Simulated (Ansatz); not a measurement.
SrO (rock salt)

```yaml
crystal:
  lattice:
    - [0.00000, 2.56110, 2.56110]
    - [2.56110, 0.00000, 2.56110]
    - [2.56110, 2.56110, 0.00000]
  atoms:
    - { symbol: O, position: [0.00000, 0.00000, 0.00000] }
    - { symbol: Sr, position: [0.50000, 0.50000, 0.50000] }
```

The slice is a {100} plane (indices of the conventional cell) through the point (0.500, 0.500, 0.500) (fractional), spanned by u = [100] and v = [0 1 -1] in vectors of this cell: u (3.62 Å) and v (3.62 Å, at 90° to u). It covers one period; positions are fractions (u, v).

Calculation: PBEsol (plane waves to 420 eV, PAW, scalar-relativistic; Ansatz, a program for electronic structure). k mesh 11×11×11. Inside the PAW spheres the values are not all-electron values, and peaks at nuclei hang on which shells count as valence. SrO was relaxed with its symmetry unable to fall.

Three fields on this plane, each scaled to ten steps between its own extremes (0 low, 9 high; the total valence density on a logarithmic scale, the potential cut 8 eV below its top; x marks points blanked near nuclei; v = 0 in the bottom row):

Map A
```
|xxxxxxx93000000039xxxxxx|
|xxxxxxx72000000027xxxxxx|
|xxxxxx9410122210149xxxxx|
|xxxxxx5101356531015xxxxx|
|xxxxx621136999631126xxxx|
|xxx9521147xxxxx7411259xx|
|99741114xxxxxxxxx4111479|
|3321014xxxxxxxxxxx410123|
|0000138xxxxxxxxxxx831000|
|000136xxxxxxxxxxxxx63100|
|000259xxxxxxxxxxxxx95200|
|000269xxxxxxxxxxxxx96200|
|000259xxxxxxxxxxxxx95200|
|000136xxxxxxxxxxxxx63100|
|0000138xxxxxxxxxxx831000|
|3321014xxxxxxxxxxx410123|
|99741114xxxxxxxxx4111479|
|xxx9521147xxxxx7411259xx|
|xxxxx621136999631126xxxx|
|xxxxxx5101356531015xxxxx|
|xxxxxx9410122210149xxxxx|
|xxxxxxx72000000027xxxxxx|
|xxxxxxx93000000039xxxxxx|
|xxxxxxx93000000039xxxxxx|
```

Map B
```
|xxxxxxx85310001358xxxxxx|
|xxxxxxx85311111358xxxxxx|
|xxxxxx9753222223579xxxxx|
|xxxxxx8654444444568xxxxx|
|xxxxx976566666665679xxxx|
|xxx9876667xxxxx7666789xx|
|88876667xxxxxxxxx7666788|
|5555556xxxxxxxxxxx655555|
|3333467xxxxxxxxxxx764333|
|111246xxxxxxxxxxxxx64211|
|001246xxxxxxxxxxxxx64210|
|001246xxxxxxxxxxxxx64210|
|001246xxxxxxxxxxxxx64210|
|111246xxxxxxxxxxxxx64211|
|3333467xxxxxxxxxxx764333|
|5555556xxxxxxxxxxx655555|
|88876667xxxxxxxxx7666788|
|xxx9876667xxxxx7666789xx|
|xxxxx976566666665679xxxx|
|xxxxxx8654444444568xxxxx|
|xxxxxx9753222223579xxxxx|
|xxxxxxx85311111358xxxxxx|
|xxxxxxx85310001358xxxxxx|
|xxxxxxx85310001358xxxxxx|
```

Map C
```
|xxxxxxx00467776400xxxxxx|
|xxxxxxx01567876510xxxxxx|
|xxxxxx0036788876300xxxxx|
|xxxxxx0157899987510xxxxx|
|xxxxx004689999986400xxxx|
|xxx0004688xxxxx8864000xx|
|00001467xxxxxxxxx7641000|
|0013568xxxxxxxxxxx865310|
|4456788xxxxxxxxxxx887654|
|666789xxxxxxxxxxxxx98766|
|777899xxxxxxxxxxxxx99877|
|778899xxxxxxxxxxxxx99887|
|777899xxxxxxxxxxxxx99877|
|666789xxxxxxxxxxxxx98766|
|4456788xxxxxxxxxxx887654|
|0013568xxxxxxxxxxx865310|
|00001467xxxxxxxxx7641000|
|xxx0004688xxxxx8864000xx|
|xxxxx004689999986400xxxx|
|xxxxxx0157899987510xxxxx|
|xxxxxx0036788876300xxxxx|
|xxxxxxx01567876510xxxxxx|
|xxxxxxx00467776400xxxxxx|
|xxxxxxx00467776400xxxxxx|
```

### Question
Assign the maps to these fields: electron localisation function (ELF); valence electron density; electrostatic potential energy of an electron, from the cell's mean.

### Answer
A is the electron localisation function (ELF); B is the valence electron density; C is the electrostatic potential energy of an electron, from the cell's mean.
